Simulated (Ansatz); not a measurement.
RuW:
Space group P-6m2 (No. 187); a = 2.740 Å, b = 2.740 Å, c = 4.389 Å, α = 90.00°, β = 90.00°, γ = 120.00°

```json
[
 {"atom": "Ru", "site": "1b", "symmetry": "-6m2", "x": "0.0000", "y": "0.0000", "z": "0.5000"},
 {"atom": "W", "site": "1e", "symmetry": "-6m2", "x": "0.6667", "y": "0.3333", "z": "0.0000"}
]
```

Relaxed with LDA.

### Question
Which orbitals make up the states near the Fermi level in plane-wave PAW LDA (Ansatz code)?

### Answer
Within 0.5 eV of the Fermi level: W 5d 45 %, Ru 4d 42 %. Projections are on Löwdin-orthogonalised atomic valence shells; empty p or d shells of many metals are not among them.

### Question
Tabulate the density of states.

### Answer
States/eV per cell of 2 atoms, in 0.25 eV bins, energy from the Fermi level.

| E (eV) | total | Ru 4d | W 5d | W 6s |
|---|---|---|---|---|
| -7.85 | 0.11 | 0.00 | 0.00 | 0.05 |
| -7.60 | 0.13 | 0.00 | 0.00 | 0.07 |
| -7.35 | 0.16 | 0.00 | 0.01 | 0.08 |
| -7.10 | 0.20 | 0.01 | 0.01 | 0.11 |
| -6.85 | 0.23 | 0.01 | 0.01 | 0.12 |
| -6.60 | 0.25 | 0.01 | 0.02 | 0.13 |
| -6.35 | 0.29 | 0.02 | 0.03 | 0.14 |
| -6.10 | 0.44 | 0.08 | 0.08 | 0.17 |
| -5.85 | 1.36 | 0.45 | 0.44 | 0.28 |
| -5.60 | 1.76 | 0.64 | 0.59 | 0.30 |
| -5.35 | 1.91 | 0.87 | 0.64 | 0.19 |
| -5.10 | 2.18 | 1.09 | 0.74 | 0.14 |
| -4.85 | 2.57 | 1.33 | 0.93 | 0.08 |
| -4.60 | 2.26 | 1.11 | 0.84 | 0.07 |
| -4.35 | 1.86 | 0.96 | 0.69 | 0.07 |
| -4.10 | 1.64 | 0.88 | 0.59 | 0.07 |
| -3.85 | 2.85 | 1.57 | 1.01 | 0.09 |
| -3.60 | 1.89 | 1.13 | 0.62 | 0.02 |
| -3.35 | 2.15 | 1.23 | 0.79 | 0.03 |
| -3.10 | 2.53 | 1.34 | 1.01 | 0.06 |
| -2.85 | 2.62 | 1.41 | 0.99 | 0.07 |
| -2.60 | 1.11 | 0.67 | 0.34 | 0.03 |
| -2.35 | 2.51 | 1.72 | 0.60 | 0.04 |
| -2.10 | 2.86 | 1.85 | 0.79 | 0.05 |
| -1.85 | 2.21 | 1.41 | 0.66 | 0.04 |
| -1.60 | 1.98 | 1.18 | 0.66 | 0.05 |
| -1.35 | 3.52 | 1.86 | 1.46 | 0.06 |
| -1.10 | 2.65 | 1.47 | 1.01 | 0.04 |
| -0.85 | 2.97 | 1.61 | 1.15 | 0.08 |
| -0.60 | 2.87 | 1.35 | 1.23 | 0.12 |
| -0.35 | 2.31 | 0.97 | 1.06 | 0.11 |
| -0.10 | 1.69 | 0.70 | 0.77 | 0.08 |
| 0.15 | 1.31 | 0.55 | 0.57 | 0.06 |
| 0.40 | 1.38 | 0.57 | 0.64 | 0.05 |
| 0.65 | 1.46 | 0.58 | 0.69 | 0.06 |
| 0.90 | 1.39 | 0.60 | 0.65 | 0.05 |
| 1.15 | 1.40 | 0.62 | 0.65 | 0.04 |
| 1.40 | 1.43 | 0.65 | 0.66 | 0.04 |
| 1.65 | 1.44 | 0.65 | 0.66 | 0.05 |
| 1.90 | 1.40 | 0.64 | 0.63 | 0.05 |
| 2.15 | 1.26 | 0.52 | 0.63 | 0.05 |
| 2.40 | 1.67 | 0.68 | 0.88 | 0.04 |
| 2.65 | 2.01 | 0.78 | 1.11 | 0.04 |
| 2.90 | 1.44 | 0.43 | 0.86 | 0.05 |
| 3.15 | 1.47 | 0.42 | 0.91 | 0.05 |
| 3.40 | 2.00 | 0.62 | 1.21 | 0.06 |
| 3.65 | 2.02 | 0.55 | 1.30 | 0.05 |
| 3.90 | 2.55 | 0.59 | 1.74 | 0.04 |
| 4.15 | 1.63 | 0.36 | 1.05 | 0.04 |
| 4.40 | 0.71 | 0.11 | 0.42 | 0.04 |
| 4.65 | 0.63 | 0.08 | 0.35 | 0.04 |

The workflow started from a Materials Project entry (that database holds measured and hypothetical structures alike); the Crystallography Open Database copy checked does not list it. With Ru and W taken as one species the cell has the higher symmetry P6_3/mmc, so it may be an ordered model of a mixed-site phase. Whether it is the stable phase at ambient conditions was not checked. The LDA relaxation kept the symmetry of its start; whether a distortion lowers the energy is not shown. No spin polarisation was allowed. Axis ratios of metals converge slowly with the k-mesh, so a and c are less sure than the volume. Spin–orbit coupling is left out wherever it is not named.

Potentials: the later of the program's two PAW sets.
